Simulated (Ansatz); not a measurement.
CdBAu: input and output

The input, for Ansatz 0.2.0 (plane waves, PAW):

```yaml
crystal:
  lattice:
    - [7.125676, 0.0, 0.0]
    - [-3.562838, 6.171018, 0.0]
    - [0.0, 0.0, 3.262751]
  atoms:
    - { symbol: Au, position: [0.0, 0.0, 0.0] }
    - { symbol: Au, position: [0.3333, 0.6667, 0.5] }
    - { symbol: Au, position: [0.6667, 0.3333, 0.5] }
    - { symbol: B, position: [0.2816, 0.0, 0.5] }
    - { symbol: B, position: [0.7184, 0.7184, 0.5] }
    - { symbol: B, position: [0.0, 0.2816, 0.5] }
    - { symbol: Cd, position: [0.6152, 0.0, 0.0] }
    - { symbol: Cd, position: [0.3848, 0.3848, 0.0] }
    - { symbol: Cd, position: [0.0, 0.6152, 0.0] }
  symmetry: { tolerance: 0.0003 }
kpoints:
  mp_grid: { grid: [4, 4, 8], shift: [0, 0, 0] }
  band_path:
    path:
      - [0.0, 0.0, 0.0]
      - [0.5, 6.0e-08, 0.0]
      - [0.33333333, 0.3333334, 0.0]
      - [0.0, 0.0, 0.0]
      - [0.0, 0.0, 0.5]
      - [0.5, 6.0e-08, 0.5]
      - [0.33333333, 0.3333334, 0.5]
      - [0.0, 0.0, 0.5]
      - [0.5, 6.0e-08, 0.5]
      - [0.5, 6.0e-08, 0.0]
      - [0.33333333, 0.3333334, 0.5]
    npoints: 6
magnetization:
  spin_polarized: false
scf:
  occupations: { method: cold, width: 0.0753 }
  lower_state_search: "off"
  max_iter: 200
hamiltonian:
  pseudopotentials: { kind: paw }
  xc: r2scan
basis:
  ecutwfc: 500
  fft_grid_basis: typed
output:
  forces: true
  stress: true
  eigenvalues: true
  bader: true
  populations: true
  elf: true
  write_potential: true
  volumetric_format: npy
  dos:
    e_range: [-12, 8]
    de: 0.05
    projected: { site_lists: { Au: [Au], B: [B], Cd: [Cd] } }
checkpoint:
  read: saved_state
```

The run starts from an earlier solution of this cell. 

Parts of the output:

```
Free energy (F): -64757.2923 eV
Harris-Foulkes:  -64757.2923 eV  (|F-HF|=3.86e-9)
Internal energy: -64757.2917 eV  (E = F + TS)
E sigma→0 (E₀):  -64757.2921 eV
Entropy (-TS):   -0.0006 eV (-0.067 meV/atom)
Fermi energy:    15.4213 eV
Step filling:    the computed levels leave a gap of 0.0381 eV = 0.5 smearing widths at the electron count; against every level under it full and every level over it empty, smearing changes F+E_penalty+E_count by -0.097 meV and its σ→0 estimate by +0.104 meV
--- Per-component energies (eV) ---
  E_band       = -2119.2548
  E_kinetic    = 3444.2131
  E_local      = -16124.4385  (includes V_loc(G=0)·N_el)
  E_nonlocal   = 362.2278
  E_hartree    = 7330.1952
  E_xc         = -1247.5089
  E_vxc        = -1774.2603  (∫ρ·V_xc dr)
  E_paw        = -41745.1159  (= ΣΔE_a)
  E_vpaw       = -2808.2817  (= ΣTr[D̂ρ^β])
  E_aug_tail   = 0.0022  (compensation charges beyond the density's cutoff)
  E_vtau       = 120.8933  (kinetic-family band-sum trace: ∫τ·v_τ [+ j·A + Jᵃ·Aᵃ] dr)
  E_ewald      = -16774.5880
  E_core_change = -2.2786  (= ΣΔE_core)
  E_smearing   = -0.0006  (= −TS)
--- Forces (eV/Å), atoms counted from 1 ---
  atom   1  Au     0.0000     0.0000     0.0000
  atom   2  Au     0.0000     0.0000     0.0000
  atom   3  Au     0.0000     0.0000     0.0000
  atom   4  B     -0.2887     0.0000     0.0000
  atom   5  B      0.1443     0.2500     0.0000
  atom   6  B      0.1443    -0.2500     0.0000
  atom   7  Cd     0.2822     0.0000     0.0000
  atom   8  Cd    -0.1411    -0.2444     0.0000
  atom   9  Cd    -0.1411     0.2444     0.0000
--- Stress (GPa, compression-positive) ---
       -3.5510       0.0000       0.0000
        0.0000      -3.5510       0.0000
        0.0000       0.0000       1.7028
  P = ⅓ Tr σ = -1.7997 GPa (-17.997 kbar)
```

Origin: a known structure type with other elements, at an estimated volume, so it need not be a known compound.
